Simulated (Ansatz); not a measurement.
The relaxed structure here is a generated cell of Pt: the first start was made by a random draw of sites in a space group, and the end was not matched to a known phase here, so it may be hypothetical. Known forms of Pt include space group No. 225.

A relaxed cell of Pt (I-43m (No. 217)), relaxed on a k-mesh at least as fine as the one used below. Computed with PBE (plane waves to 420 eV, PAW, scalar-relativistic; Ansatz, a first-principles code). Γ-centred k-mesh 5×9×9 on the run's cell (coarser than for final values), Fermi–Dirac smearing 0.05 eV.

```xyz
8
Lattice="-5.1342 5.1342 5.1342 2.5671 -2.5671 2.5671 2.5671 2.5671 -2.5671" Properties=species:S:1:pos:R:3 pbc="T T T"
Pt     1.5461     1.5461     1.5461
Pt    -1.0210     4.1132     4.1132
Pt     1.0210     1.0210    -1.0210
Pt    -1.5461     3.5880     1.5461
Pt     1.0210    -1.0210     1.0210
Pt    -1.5461     1.5461     3.5880
Pt    -1.0210     1.0210     1.0210
Pt    -3.5880     3.5880     3.5880
```

The atoms are displaced by (Å):

| atom | ux | uy | uz |
|---|---|---|---|
| Pt1 | -0.042 | 0.054 | -0.011 |
| Pt2 | 0.064 | -0.003 | 0.056 |
| Pt3 | -0.123 | -0.043 | -0.092 |
| Pt4 | -0.017 | 0.073 | -0.074 |
| Pt5 | -0.096 | -0.027 | 0.001 |
| Pt6 | 0.052 | -0.101 | -0.013 |
| Pt7 | -0.151 | 0.085 | 0.038 |
| Pt8 | -0.109 | -0.030 | 0.009 |

What forces (eV/Å) and pressure result?


```json
[
 {"atom": "Pt1", "Fx": "-0.93", "Fy": "-1.42", "Fz": "-0.47"},
 {"atom": "Pt2", "Fx": "-1.78", "Fy": "-0.27", "Fz": "-0.98"},
 {"atom": "Pt3", "Fx": "0.22", "Fy": "0.56", "Fz": "1.16"},
 {"atom": "Pt4", "Fx": "0.38", "Fy": "-0.79", "Fz": "1.38"},
 {"atom": "Pt5", "Fx": "-0.20", "Fy": "0.60", "Fz": "0.24"},
 {"atom": "Pt6", "Fx": "-1.28", "Fy": "2.03", "Fz": "0.11"},
 {"atom": "Pt7", "Fx": "1.55", "Fy": "-1.07", "Fz": "-1.03"},
 {"atom": "Pt8", "Fx": "2.04", "Fy": "0.37", "Fz": "-0.41"}
]
```

Pressure +3.8 GPa.

Estimate the energy cost of the displacement in the harmonic approximation and compare with the calculation.

For a harmonic well ΔE = −½ Σ F·u = 0.698 eV a cell, or 87 meV/atom. The calculated energy relative to the undisplaced cell is +0.08 eV/atom, so the harmonic estimate holds well.

The undisplaced cell is probably no minimum: from this displacement the run went on to I4/mmm (No. 139), 0.19 eV/atom below it.

No spin polarisation in the result.
